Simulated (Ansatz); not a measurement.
GaP (zinc blende)

```
CELL_PARAMETERS angstrom
      0.00000     5.45138     5.45138
      2.72569     0.00000     2.72569
      2.72569     2.72569     0.00000
ATOMIC_POSITIONS crystal
  P  0.37500 0.75000 0.75000
  P  0.87500 0.75000 0.75000
  Ga 0.00000 0.00000 0.00000
  Ga 0.50000 0.00000 0.00000
```

In this cell atom 4 (Ga, nearest neighbour P at 2.361 Å; its periodic images, 3.9 Å or more away, move with it) is moved by u·(1.000, 0.000, 0.000) + v·(0.000, 0.000, 1.000); the rest is frozen.

These are r2SCAN (plane waves to 500 eV, PAW, scalar-relativistic; Ansatz, a program for electronic structure) values and carry that method's errors. k mesh 4×8×8 (Γ-centred), Fermi-Dirac smearing 0.05 eV. The energy includes the smearing's −TS. As the smearing reaches across the gap at some points, energies and forces of such displacements shift with the k mesh and the smearing. GaP was relaxed with its symmetry unable to fall. The last digit holds for this mesh only.

Changes of ΔE (meV/cell) from the point u = 0.000 Å, v = 0.000 Å when one coordinate moves alone (two changes are said to add if the coupling is within 5 % of the smaller one, nearly so within 20 %):

```
point                      change
-------------------------  ------
u = 0.000 Å, v = -0.590 Å  1673.3
u = 0.000 Å, v = -0.393 Å   795.2
u = 0.000 Å, v = -0.197 Å   206.1
u = -0.590 Å, v = 0.000 Å  1642.3
u = -0.393 Å, v = 0.000 Å   783.1
u = -0.197 Å, v = 0.000 Å   204.4
u = 0.197 Å, v = 0.000 Å    206.1
u = 0.393 Å, v = 0.000 Å    795.2
u = 0.590 Å, v = 0.000 Å   1673.3
u = 0.000 Å, v = 0.197 Å    204.4
u = 0.000 Å, v = 0.393 Å    783.1
u = 0.000 Å, v = 0.590 Å   1642.3
```

What is the change at u = 0.393 Å, v = 0.393 Å, where both move, and how far is it from the sum?

The sum of the single changes is 795.2 + (783.1) = 1578.3; the calculation gives 1680.7, so the coupling contributes 102.4 (under 20 % of the smaller single change, nearly additive).

What is the change at u = 0.393 Å, v = 0.590 Å, where both move, and how far is it from the sum?

The sum of the single changes is 795.2 + (1642.3) = 2437.5; the calculation gives 2727.9, so the coupling contributes 290.4 (over 20 % of the smaller single change, not additive).

(A displaced cell: forces are minus the slopes of the energy, force constants its curvatures, and phonons follow from these.)
